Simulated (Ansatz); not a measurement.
Sr2H3I in space group P-3m1 (No. 164; Sr on 2d, H on 1b, H on 2d, I on 1a), r²SCAN (plane waves, PAW; program Ansatz). The conduction-band minimum lies on the H–A line, 48 % of the way from H, with 6 equivalent valleys. Second derivatives d²E/dk² of the lowest band at one valley (eV·Å²), along Cartesian directions:

```json
[
 {"direction": "[100]", "d²E/dk²": "10.19"},
 {"direction": "[010]", "d²E/dk²": "12.81"},
 {"direction": "[001]", "d²E/dk²": "17.49"},
 {"direction": "[110]", "d²E/dk²": "13.68"},
 {"direction": "[101]", "d²E/dk²": "10.41"},
 {"direction": "[011]", "d²E/dk²": "17.12"}
]
```

Question: Find the principal effective masses, the density-of-states mass and the conductivity mass.

Answer: Off-diagonal terms follow from H_xy = H[110] − (H_xx + H_yy)/2, and m*/mₑ = 7.620 eV·Å² over each eigenvalue: 0.40, 0.54, 1.0. One valley's DOS mass (m₁m₂m₃)^(1/3) = 0.61, conductivity mass 3/(Σ 1/mᵢ) = 0.56 mₑ.

Question: What effective density of states Nc follows at 300 K for parabolic valleys?

Answer: Nc = 2.509e19 × 6 × (0.61)^(3/2) ≈ 7.2e19 cm⁻³.

The first step of the workflow began from a Materials Project structure, measured or hypothetical; the Crystallography Open Database copy checked does not list it. Its standing as an ambient phase is unchecked. The r²SCAN relaxation kept the symmetry of its start; its stability against distortions is not shown here. Spin–orbit coupling is left out wherever it is not named.

Potentials: the later of the program's two PAW sets.

Edges and masses are those of Kohn–Sham bands, whose gap is no quasiparticle gap.
